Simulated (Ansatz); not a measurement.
Data:

Si3Mo5:
```cif
data_Mo10Si6
_chemical_formula_sum 'Si6 Mo10'
_space_group_name_H-M_alt 'P63/mcm'
_space_group_IT_number 193
_space_group_name_Hall '-P 6c 2'
_cell_length_a 7.26820
_cell_length_b 7.26820
_cell_length_c 5.03483
_cell_angle_alpha 90.000
_cell_angle_beta 90.000
_cell_angle_gamma 120.000
loop_
_atom_site_label
_atom_site_type_symbol
_atom_site_symmetry_multiplicity
_atom_site_Wyckoff_symbol
_atom_site_fract_x
_atom_site_fract_y
_atom_site_fract_z
_atom_site_occupancy
Si1 Si 6 g 0.60583 0.60583 0.25000 1
Mo1 Mo 4 d 0.33333 0.66667 0.00000 1
Mo2 Mo 6 g 0.24063 0.24063 0.25000 1
```

This is the r²SCAN-relaxed structure.

**Question.** All from the program Ansatz at the r²SCAN level (PAW), unless another level is named. Give the electronic character.

**Answer.** metallic (no gap).

**Question.** And the formation energy from the elements (no fitted shifts)?

**Answer.** -0.30 eV/atom.

**Question.** Next, the density of states at the Fermi level?

**Answer.** 0.82 states/eV per atom (mean over ±0.08 eV).

**Question.** What about the gap with spin–orbit coupling?

**Answer.** none (metallic).

Space group P6_3/mcm. The first step of the workflow began from a Materials Project structure, measured or hypothetical; the Crystallography Open Database copy checked does not list it. COD files the formula under space group No. 140. Its standing as an ambient phase is unchecked. The cell was relaxed with r²SCAN under the symmetry of its start; its stability against distortions is not shown here. No spin polarisation was allowed. The references are the lowest solids computed at this level, not always the standard phases. Scalar-relativistic: spin–orbit coupling is off unless named, which matters more the heavier the elements.

Potentials: the later of the program's two PAW sets.
